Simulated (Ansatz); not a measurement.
IrW:
```xyz
4
Lattice="1.3917 -5.1158 0.0000 1.3917 5.1158 0.0000 0.0000 0.0000 4.3408" Properties=species:S:1:pos:R:3 pbc="T T T"
W      1.3917    -1.6689     1.0852
Ir     1.3917    -4.3389     1.0852
W      1.3917     1.6689     3.2556
Ir     1.3917     4.3389     3.2556
```

Relaxed with PBE. Special points in fractions of this cell's reciprocal vectors: Γ (0.000, 0.000, 0.000); Y (-0.500, 0.500, 0.000); C0 (-0.269, 0.731, 0.000); Σ0 (0.269, 0.269, 0.000); Z (0.000, 0.000, 0.500); A0 (0.269, 0.269, 0.500); E0 (-0.269, 0.731, 0.500); T (-0.500, 0.500, 0.500); S (0.000, 0.500, 0.000); R (0.000, 0.500, 0.500).

Problem. List the band energies nearest the Fermi level at these points for the program Ansatz at the PBE level (PAW).

Solution. In eV from the Fermi level; about four levels below and three above (degenerate sets whole), none deeper than 8.9 eV; points with the same levels are listed once.

```
k                           below                above
--  -----------------------------  -------------------
Γ   -1.45 -1.44 -0.89 -0.79 -0.60       0.78 1.63 2.25
Y   -1.22 -1.22 -1.17 -1.13 -0.83       1.22 2.76 2.89
C0        -2.18 -1.73 -1.57 -0.71       0.37 1.49 1.96
Z         -2.07 -2.07 -0.88 -0.88  0.12 0.12 1.35 1.35
A0        -1.44 -1.44 -0.28 -0.28  0.07 0.07 2.37 2.37
T         -1.28 -1.28 -0.88 -0.88  1.95 1.95 2.42 2.42
S         -2.20 -2.14 -0.96 -0.83       0.49 1.47 1.85
R         -0.44 -0.44 -0.23 -0.23  1.76 1.76 3.24 3.24
```

Space group Cmcm. The start of the workflow was typed in or built on a structure type; neither database checked (COD, Materials Project) lists it. COD files the formula under space group No. 51, so this cell is another polymorph or a model. Its standing as an ambient phase is unchecked. Symmetry was held in the PBE relaxation; whether a distortion lowers the energy is not shown. No spin polarisation was allowed. Spin–orbit coupling is left out wherever it is not named.

Potentials: the earlier of the program's two PAW sets.
